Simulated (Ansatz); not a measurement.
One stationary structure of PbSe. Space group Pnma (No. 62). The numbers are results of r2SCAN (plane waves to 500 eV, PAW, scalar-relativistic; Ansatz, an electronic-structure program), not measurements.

Space group Pnma (No. 62); a = 7.7021 Å, b = 4.2218 Å, c = 7.3949 Å, α = 90.00°, β = 90.00°, γ = 90.00°

```csv
atom,site,symmetry,x,y,z
Pb,4c,.m.,0.2287,0.2500,0.4179
Se,4c,.m.,0.0037,0.7500,0.2565
```

**Question.** Give the band gap at the level r2SCAN.

**Answer.** 0.41 eV, direct at Γ (no spin-orbit coupling).

No spin polarisation in the result. Without spin-orbit coupling the bands of the heavy element are not split, so the gap can be far off.

It was reached from a disturbed copy of a P4₂/mmc (No. 131) cell, against which it lies -0.36 eV/atom.

The first start was generated by placing the elements on the sites of a structure type. Materials Project lists a structure of PbSe in the same space group, Pnma (No. 62); the sites were not compared with it, nor with measured phases. Known forms of PbSe include space group No. 225.
